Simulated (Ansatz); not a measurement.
Consider the following.

Generalised stacking fault of NaF (rock salt) on the {110} plane. The cell below holds the perfect crystal with the plane normal along z; tilting its third vector by the shift puts one fault into each cell, between planes 1.62 Å apart, at fixed cell height.

```xyz
6
Lattice="3.2488 0.0000 0.0000 0.0000 4.5945 0.0000 1.6244 2.2973 4.8732" Properties=species:S:1:pos:R:3 pbc="T T T"
F      1.3537     1.9144     4.0610
F      1.3537     1.9144     0.8122
F      2.9781     4.2116     2.4366
Na     1.3537     4.2116     0.8122
Na     2.9781     1.9144     2.4366
Na     4.6025     4.2116     4.0610
```

In-plane vectors a = (3.249, 0.000) Å, b = (0.000, 4.595) Å, area 14.93 Å². The shift is s times the vector a (length 3.249 Å), so s = 1 restores the start. Atoms relax along the normal only. γ = [E(shift) − E(0)] / area.

These are r2SCAN (plane waves to 500 eV, PAW, scalar-relativistic; Ansatz, a program for electronic structure) values and carry that method's errors. k mesh 9×9×9 (Γ-centred), Fermi-Dirac smearing 0.05 eV. Energies are extrapolated to zero smearing. Some relaxations began with atoms very close together and may have settled on another branch. Faults lie only 4.9 Å apart, and holding the cell height raises γ above its relaxed value. NaF was relaxed with its symmetry unable to fall. γ is measured from zero shift.

The scan covers s from 0.000 to 0.917 in 12 points.

Does γ have a local minimum between the ends of the line, and at which s?

No computed point is one.

At which s is γ highest?

s = 0.500.

What is the highest γ among twelve even steps of s?

728 mJ/m².

(The slope of γ gives the shear force per area between the displaced halves; near zero shift its curvature is an elastic stiffness.)
